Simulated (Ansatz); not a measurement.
YC:
```
CELL_PARAMETERS angstrom
      0.00000     2.51622     2.51622
      2.51622     0.00000     2.51622
      2.51622     2.51622     0.00000
ATOMIC_POSITIONS crystal
  C  0.00000 0.00000 0.00000
  Y  0.50000 0.50000 0.50000
```

This is the PBEsol-relaxed structure.

Task: All from the program Ansatz at the PBEsol level (PAW), unless another level is named. Estimate the electronic character.

Result: metallic (no gap).

Task: Give the density of states at the Fermi level.

Result: 0.80 states/eV per atom (mean over ±0.08 eV).

Task: What about the formation energy from the elements (no fitted shifts)?

Result: -4 meV/atom.

Task: And the gap with spin–orbit coupling?

Result: none (metallic).

Space group Fm-3m (rock salt). The start of the workflow was typed in or built on a structure type; the Crystallography Open Database copy checked does not list it. Whether it is the stable phase at ambient conditions was not checked. The PBEsol relaxation kept the symmetry of its start; its stability against distortions is not shown here. The run is not spin-polarised. The references are the lowest solids computed at this level, not always the standard phases. Scalar-relativistic: spin–orbit coupling is off unless named, which matters more the heavier the elements.

Potentials: the later of the program's two PAW sets.
